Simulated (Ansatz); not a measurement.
A relaxation computed with Ansatz, from input to last step.

```yaml
crystal:
  lattice:
    - [5.0275113573, 0.0, 0.0]
    - [-2.5137556786, 4.3539525533, 0.0]
    - [0.0, 0.0, 3.1959414621]
  atoms:
    - { symbol: Rb, position: [0.0, 0.0, 0.0] }
    - { symbol: Zn, position: [0.3333333333, 0.6666666667, 0.5] }
    - { symbol: Zn, position: [0.6666666667, 0.3333333333, 0.5] }
basis:
  ecutwfc: 420
kpoints:
  mp_grid: { grid: [6, 6, 6] }
hamiltonian:
  xc: pbe
scf:
  occupations: { method: gaussian, width: 0.1 }
  lower_state_search: "off"
output:
  forces: true
  stress: true
  eigenvalues: true
relax:
  adjacent_minimum: "off"
  f_tol: 0.04
  max_steps: 70
  cell: { stress_tol: 0.4 }
```

```bash
ansatz run input.yaml --threads 1 --pin off --max-ram 2560MiB --backend cpu --events-out ev --progress --plain --runs-dir out
```

The calculation used DFT PBE, scalar-relativistic, plane waves, PAW (Ansatz).

Of 27 frames 10 are shown, positions in Å and forces in eV/Å; the SCF threshold varies from step to step. Steps run on the plane waves of an earlier cell, with a Pulay correction in the pressure. The basis is chosen afresh for the last frame, the zero of the energies, and at times for earlier ones too; energy and pressure step there, also at an unchanged geometry. Here that happened at steps 12 (-22 meV/atom, 1.1 GPa), 20 (-9 meV/atom, 0.4 GPa); the frames before carry an error of that size. The mark taken_back stands on steps that the optimiser undid.

```xyz
3
Lattice="5.0275 0.0000 0.0000 -2.5138 4.3540 0.0000 0.0000 0.0000 3.1959" Properties=species:S:1:pos:R:3:forces:R:3 pbc="T T T" step=1 free_energy_over_end_meV_per_atom=235.81 pressure_GPa=5.63
Rb    0.0000    0.0000    0.0000    0.0000    0.0000    0.0000
Zn    0.0000    2.9026    1.5980    0.0000    0.0000    0.0000
Zn    2.5138    1.4513    1.5980    0.0000    0.0000    0.0000
3
Lattice="5.4443 0.0000 0.0000 -2.7221 4.7149 0.0000 0.0000 0.0000 3.3888" Properties=species:S:1:pos:R:3:forces:R:3 pbc="T T T" step=4 free_energy_over_end_meV_per_atom=151.63 pressure_GPa=0.15
Rb    0.0000    0.0000    0.0000    0.0000    0.0000    0.0000
Zn    0.0000    3.1433    1.6944    0.0000    0.0000    0.0000
Zn    2.7221    1.5716    1.6944    0.0000    0.0000    0.0000
3
Lattice="5.3993 0.0000 0.0000 -2.6996 4.6759 0.0000 0.0000 0.0000 3.7551" Properties=species:S:1:pos:R:3:forces:R:3 pbc="T T T" step=7 free_energy_over_end_meV_per_atom=140.67 pressure_GPa=-0.79
Rb    0.0000    0.0000    0.0000    0.0000    0.0000    0.0000
Zn    0.0000    3.1173    1.8776    0.0000    0.0000    0.0000
Zn    2.6996    1.5586    1.8776    0.0000    0.0000    0.0000
3
Lattice="4.9580 0.0000 0.0000 -2.4790 4.2937 0.0000 0.0000 0.0000 4.0567" Properties=species:S:1:pos:R:3:forces:R:3 pbc="T T T" step=10 free_energy_over_end_meV_per_atom=122.89 pressure_GPa=-0.05 taken_back
Rb    0.0000    0.0000    0.0000    0.0000    0.0000    0.0000
Zn    0.0000    2.8625    2.0284    0.0000    0.0000    0.0000
Zn    2.4790    1.4312    2.0284    0.0000    0.0000    0.0000
3
Lattice="5.0127 0.0000 0.0000 -2.5063 4.3411 0.0000 0.0000 0.0000 4.0544" Properties=species:S:1:pos:R:3:forces:R:3 pbc="T T T" step=13 free_energy_over_end_meV_per_atom=89.17 pressure_GPa=0.99
Rb    0.0000    0.0000    0.0000    0.0000    0.0000    0.0000
Zn    0.0000    2.8941    2.0272    0.0000    0.0000    0.0000
Zn    2.5063    1.4470    2.0272    0.0000    0.0000    0.0000
3
Lattice="4.9504 0.0000 0.0000 -2.4752 4.2871 0.0000 0.0000 0.0000 4.3302" Properties=species:S:1:pos:R:3:forces:R:3 pbc="T T T" step=15 free_energy_over_end_meV_per_atom=61.08 pressure_GPa=0.47
Rb    0.0000    0.0000    0.0000    0.0000    0.0000    0.0000
Zn    0.0000    2.8581    2.1651    0.0000    0.0000    0.0000
Zn    2.4752    1.4290    2.1651    0.0000    0.0000    0.0000
3
Lattice="4.6875 0.0000 0.0000 -2.3438 4.0595 0.0000 0.0000 0.0000 4.7786" Properties=species:S:1:pos:R:3:forces:R:3 pbc="T T T" step=18 free_energy_over_end_meV_per_atom=37.42 pressure_GPa=0.42
Rb    0.0000    0.0000    0.0000    0.0000    0.0000    0.0000
Zn    0.0000    2.7063    2.3893    0.0000    0.0000    0.0000
Zn    2.3438    1.3532    2.3893    0.0000    0.0000    0.0000
3
Lattice="4.6396 0.0000 0.0000 -2.3198 4.0180 0.0000 0.0000 0.0000 4.9887" Properties=species:S:1:pos:R:3:forces:R:3 pbc="T T T" step=21 free_energy_over_end_meV_per_atom=20.52 pressure_GPa=0.36
Rb    0.0000    0.0000    0.0000    0.0000    0.0000    0.0000
Zn    0.0000    2.6787    2.4943    0.0000    0.0000    0.0000
Zn    2.3198    1.3393    2.4943    0.0000    0.0000    0.0000
3
Lattice="4.4790 0.0000 0.0000 -2.2395 3.8790 0.0000 0.0000 0.0000 5.4554" Properties=species:S:1:pos:R:3:forces:R:3 pbc="T T T" step=24 free_energy_over_end_meV_per_atom=1.44 pressure_GPa=0.18
Rb    0.0000    0.0000    0.0000    0.0000    0.0000    0.0000
Zn    0.0000    2.5860    2.7277    0.0000    0.0000    0.0000
Zn    2.2395    1.2930    2.7277    0.0000    0.0000    0.0000
3
Lattice="4.4867 0.0000 0.0000 -2.2433 3.8856 0.0000 0.0000 0.0000 5.5264" Properties=species:S:1:pos:R:3:forces:R:3 pbc="T T T" step=27 free_energy_over_end_meV_per_atom=0.00 pressure_GPa=-0.02
Rb    0.0000    0.0000    0.0000    0.0000    0.0000    0.0000
Zn    0.0000    2.5904    2.7632    0.0000    0.0000    0.0000
Zn    2.2433    1.2952    2.7632    0.0000    0.0000    0.0000
```

The start puts this composition into another compound's structure type, which needn't suit it. The cell swells from 23.3 to 32.1 Å³ an atom, so the end can be far from any stable crystal. At the end the space group is P6/mmm (tolerance 0.05 Å).

It took 44 s on 1 thread of Intel(R) Xeon(R) 6975P-C (Granite Rapids) (shared host), peak memory 0.42 GiB.

The k mesh is coarse.